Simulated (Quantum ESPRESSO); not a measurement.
# Moving one atom in Hf2Si2O8

The results below are calculated, not measured. They come from pw.x of Quantum ESPRESSO 7.5, a plane-wave density functional program, with PseudoDojo standard norm-conserving files (v0.5 for PBE, v0.4.1 for LDA and PBEsol). The cells are made up: elements, strain and atom displacements were drawn at random, and nothing was relaxed. There is no spin polarisation, spin-orbit coupling or dispersion term.

The hafnium file is less sure than the others, with forces about 3 percent (worst 6) and pressure in oxides about 1.5 GPa (worst 2.7) from a second method in checks, which no rerun with the same files tests.

The cell has 12 sites of a fluorite lattice. Sites 1 to 4 hold Hf Si Hf Si; sites 5 to 12 hold O O O O O O O O. Cell vectors in Å: (4.895, 0.000, 0.000); (0.000, 4.895, 0.000); (0.000, 0.000, 4.895). Settings: PBE, cutoff 1143 eV, 7 x 7 x 7 k mesh shifted by half a step, Fermi-Dirac smearing of 0.1 eV.

Each run shifts the Si atom on site 4 along z and leaves all else fixed. Site 7 is one of its nearest neighbours. E is the free energy of the cell above the lowest run shown.

```
run  shift (Å)  Fz on site 4 (eV/Å)  Fz on site 7 (eV/Å)  P (GPa)  E (meV)
  1    -0.1304                0.144               -1.366     1.50      3.2
  2    -0.1124                0.090               -1.374     1.49      1.1
  3    -0.0692               -0.037               -1.385     1.49      0.0
  5     0.0197               -0.301               -1.374     1.71     15.1
  6     0.0776               -0.484               -1.341     2.00     37.8
  7     0.1394               -0.696               -1.283     2.45     74.2
  4    -0.0125                    ?                    ?        ?        ?
```

A rerun of one of these cells at 1437 eV and k mesh 9 x 9 x 9 moved values by no more than 0.003 eV in the cell's energy, 0.05 GPa in stress and 0.004 eV/Å in force.

## Worked fit

A parabola through the six runs shown gives Fz on site 4 = -0.241 - 3.08 u - 1.2 u² eV/Å, with u in Å and a scatter of 0.004 eV/Å. Minus the slope, 3.08 ± 0.08 eV/Å², is this atom's force constant along z at u = 0, with its periodic images moving too. The fitted force vanishes at u = -0.081 Å, where the energy should be lowest along this line. The error is the larger of the fit's own and the change that a cubic makes, rounded up.

## Withheld run

Question: what Fz on site 4 should run 4 give?

The fit gives -0.203 eV/Å. The calculation gave -0.204 eV/Å.

| run | shift (Å) | Fz on site 4 (eV/Å) | Fz on site 7 (eV/Å) | P (GPa) | E (meV) |
| --- | --- | --- | --- | --- | --- |
| 4 | -0.0125 | -0.204 | -1.384 | 1.59 | 6.9 |